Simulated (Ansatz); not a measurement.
Space group P4_2/mnm (No. 136). a = 4.456 Å, b = 4.456 Å, c = 2.943 Å, α = 90.00°, β = 90.00°, γ = 90.00°
```tsv
atom	site	symmetry	x	y	z
Mn	2a	m.mm	0.0000	0.0000	0.0000
O	4f	m.2m	0.3061	0.3061	0.0000
```

Equation of state of this MnO2 structure (not necessarily the ground state), with shape and atoms relaxed at each volume where symmetry leaves them free. Theory: DFT PBE+U, scalar-relativistic, plane waves, PAW (Ansatz 0.2.0).

Cutoff 420 eV; k points 8×8×12 on the computed 6-atom cell (Γ-centred); Gaussian smearing, width 0.10 eV; U_eff Mn 3.90 eV on the d shells (Löwdin-orthogonalised atomic orbitals); collinear spin.

```tsv
V (Å³/atom)	E − E(largest V) (meV/atom)	P (GPa)	gap on mesh (eV)
8.570	65.38	33.49	0.10
8.863	14.77	22.38	0.00
9.155	-17.34	13.18	0.00
9.447	-34.22	5.75	0.00
9.739	-38.95	-0.01	0.00
10.031	-34.59	-4.23	0.00
10.324	-23.42	-7.71	0.00
10.713	0.00	-11.06	0.00
```

**Question.** Fit a third-order Birch–Murnaghan equation to E(V).

**Answer.** V0 = 9.74 Å³/atom, B0 = 168 GPa, B0' = 7.4.

The state reached may not be the lowest one. Moments started parallel, and an antiferromagnetic order may lie lower.

Cost: 8 runs of about 23 core-minutes in all, on Arm Neoverse V1 (shared hosts).